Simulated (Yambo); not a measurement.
Excitons in NaRhS2O8

```
NaRhS2O8
1.0
    3.98632    -2.61700     0.00000
    3.98632     2.61700     0.00000
   -0.35711     0.00000     7.20909
O Na S Rh
8 1 2 1
Direct
  0.28349   0.28349   0.38927
  0.71651   0.71651   0.61073
  0.24487   0.71357   0.21098
  0.75513   0.28643   0.78902
  0.28643   0.75513   0.78902
  0.71357   0.24487   0.21098
  0.25626   0.25626   0.04219
  0.74374   0.74374   0.95781
  0.00000   0.00000   0.50000
  0.36627   0.36627   0.21535
  0.63373   0.63373   0.78465
  0.00000   0.00000   0.00000
```

The geometry is that of Materials Project entry mp-1210084, symmetrised and not relaxed again.

BSE in Yambo on PBEsol (pw.x of Quantum ESPRESSO, ONCV potentials, without SOC) bands: 4×4×2 mesh, 21 valence and 10 conduction bands, static screening with 98 bands and a 3 Ry block, scissor 2.27 eV, Tamm-Dancoff; field along x.

| state | energy (eV) | states within 2 meV | relative strength | class | main transitions |
|---|---|---|---|---|---|
| 1 | 1.39 | 1 | < 0.01 | dark | several band pairs |
| 2 | 1.61 | 1 | < 0.01 | dark | several band pairs |
| 3 | 1.64 | 1 | < 0.01 | dark | several band pairs |
| 4 | 2.26 | 1 | < 0.01 | dark | several band pairs |
| 5 | 2.47 | 1 | < 0.01 | dark | several band pairs |
| 6 | 2.57 | 1 | < 0.01 | dark | several band pairs |
| 7 | 2.73 | 1 | < 0.01 | dark | VB → CB (83 %) |
| 8 | 2.76 | 1 | 0.01 | weak | VB → CB (96 %) |

These are vertical excitations (zero momentum). The direct quasiparticle gap on this mesh is 3.41 eV; counted from there, state 1 is bound by 2.02 eV. Convergence with the mesh was not shown.

Spin singlets only. Strengths are relative to the strongest of the lowest states of this run; strong means a line over 3 % of the spectrum's maximum, dark under 0.03 %. Absolute energies carry the error of the G0W0 scissor, whose convergence isn't established; the long-wavelength screening was taken along (1,1,1) although the crystal is anisotropic.

Spin-orbit splittings are left out.

The structure is a Materials Project entry; no match was found in the copy of COD used, and its stability was not checked.
